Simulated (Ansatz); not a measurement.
LuAs:
```yaml
crystal:
  lattice:
    - [0.00000, 2.83855, 2.83855]
    - [2.83855, 0.00000, 2.83855]
    - [2.83855, 2.83855, 0.00000]
  atoms:
    - { symbol: Lu, position: [0.50000, 0.50000, 0.50000] }
    - { symbol: As, position: [0.00000, 0.00000, 0.00000] }
```

Relaxed with r²SCAN.

Which orbitals make up the states near the Fermi level in r²SCAN (plane waves, PAW; program Ansatz)?

Within 0.5 eV of the Fermi level: Lu 5d 52 %, As 4p 45 %. Projections are on Löwdin-orthogonalised atomic valence shells; empty p or d shells of many metals are not among them.

Tabulate the density of states.

States/eV per cell of 2 atoms, in 0.25 eV bins, energy from the Fermi level.

```
E (eV)  total  Lu 4f  Lu 5d  As 4p
------  -----  -----  -----  -----
-7.85    0.00   0.00   0.00   0.00
-7.60    0.00   0.00   0.00   0.00
-7.35    0.00   0.00   0.00   0.00
-7.10    0.00   0.00   0.00   0.00
-6.85    0.00   0.00   0.00   0.00
-6.60    0.00   0.00   0.00   0.00
-6.35    0.00   0.00   0.00   0.00
-6.10    0.00   0.00   0.00   0.00
-5.85    0.00   0.00   0.00   0.00
-5.60    0.00   0.00   0.00   0.00
-5.35    0.02   0.00   0.01   0.01
-5.10   48.46  47.61   0.17   0.54
-4.85    7.97   7.75   0.06   0.12
-4.60    0.62   0.12   0.13   0.28
-4.35    0.98   0.10   0.23   0.51
-4.10    1.33   0.08   0.30   0.76
-3.85    1.63   0.06   0.30   1.04
-3.60    1.40   0.03   0.21   1.00
-3.35    0.62   0.02   0.12   0.41
-3.10    0.61   0.01   0.14   0.41
-2.85    1.38   0.01   0.35   0.94
-2.60    1.74   0.02   0.50   1.15
-2.35    2.26   0.02   0.75   1.42
-2.10    3.95   0.03   1.41   2.43
-1.85    2.21   0.02   0.72   1.42
-1.60    1.63   0.02   0.48   1.08
-1.35    1.30   0.02   0.34   0.91
-1.10    0.85   0.01   0.21   0.60
-0.85    0.44   0.01   0.13   0.30
-0.60    0.27   0.00   0.08   0.19
-0.35    0.17   0.00   0.05   0.12
-0.10    0.15   0.00   0.07   0.08
0.15     0.16   0.00   0.10   0.06
0.40     0.19   0.00   0.15   0.04
0.65     0.26   0.00   0.20   0.04
0.90     0.34   0.00   0.26   0.06
1.15     0.42   0.00   0.33   0.07
1.40     0.52   0.00   0.42   0.08
1.65     0.67   0.00   0.54   0.08
1.90     0.79   0.00   0.64   0.09
2.15     0.90   0.00   0.71   0.10
2.40     1.01   0.00   0.79   0.10
2.65     1.18   0.00   0.92   0.11
2.90     1.42   0.00   1.11   0.11
3.15     1.35   0.00   1.07   0.09
3.40     1.68   0.00   1.29   0.11
3.65     2.37   0.00   1.68   0.13
3.90     2.72   0.00   1.89   0.16
4.15     2.40   0.00   1.67   0.17
4.40     3.66   0.00   2.61   0.25
4.65     3.76   0.00   2.86   0.22
4.90     0.93   0.00   0.63   0.17
```

Space group Fm-3m (rock salt). The workflow started from a Materials Project entry (that database holds measured and hypothetical structures alike); the Crystallography Open Database copy checked does not list it. Whether it is the stable phase at ambient conditions was not checked. The cell was relaxed with r²SCAN under the symmetry of its start; its stability against distortions is not shown here. Scalar-relativistic: spin–orbit coupling is off unless named, which matters more the heavier the elements.

Potentials: the later of the program's two PAW sets.
